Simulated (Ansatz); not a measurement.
CsNb₆S₈:
```xyz
15
Lattice="9.6472 0.0000 0.0000 -4.8236 8.3547 0.0000 0.0000 0.0000 3.3661" Properties=species:S:1:pos:R:3 pbc="T T T"
Cs     0.0000     0.0000     0.0000
Nb     2.8917     3.1184     0.8379
Nb     1.9320     5.2364     2.5282
Nb     5.5008     0.9451     0.8379
Nb    -0.6772     7.4097     2.5282
Nb     6.0784     4.2913     0.8379
Nb    -1.2547     4.0634     2.5282
S      0.0000     5.5698     0.8448
S      4.8236     2.7849     2.5213
S      3.0940     0.5000     0.8528
S      1.7296     7.8548     2.5133
S      7.6672     2.4295     0.8528
S     -2.8436     5.9253     2.5133
S      3.7096     5.4253     0.8528
S      1.1140     2.9295     2.5133
```

Relaxed with PBEsol. Special points in fractions of this cell's reciprocal vectors: Γ (0.000, 0.000, 0.000); M (0.500, 0.000, 0.000); K (0.333, 0.333, 0.000); A (0.000, 0.000, 0.500); L (0.500, 0.000, 0.500); H (0.333, 0.333, 0.500); H2 (0.333, 0.333, -0.500).

**Question.** List the band energies nearest the Fermi level at these points for PBEsol with spin–orbit coupling (plane waves, PAW; program Ansatz).

**Answer.** In eV from the Fermi level; about four levels below and three above (degenerate sets whole), none deeper than 8.9 eV; points with the same levels are listed once.

| k | below | above |
|---|---|---|
| Γ | -0.31 -0.31 -0.28 -0.28 | 0.72 0.72 0.78 0.78 |
| M | -0.25 -0.25 -0.10 -0.10 | 0.68 0.68 0.78 0.78 |
| K | -0.30 -0.30 -0.30 -0.30 -0.12 -0.12 | 0.73 0.73 0.76 0.76 |
| A | -0.92 -0.92 -0.91 -0.91 | 0.91 0.91 0.95 0.95 |
| L | -1.00 -1.00 -0.93 -0.93 | 0.90 0.90 1.04 1.04 |
| H | -0.97 -0.97 -0.96 -0.96 | 1.00 1.00 1.02 1.02 |

Space group P-3. The first step of the workflow began from a Materials Project structure, measured or hypothetical; the Crystallography Open Database copy checked does not list it. Whether it is the stable phase at ambient conditions was not checked. The PBEsol relaxation kept the symmetry of its start; whether a distortion lowers the energy is not shown. The run is not spin-polarised. With an odd number of electrons in the cell and no spin polarisation, the count alone makes it a metal.

Potentials: the later of the program's two PAW sets.
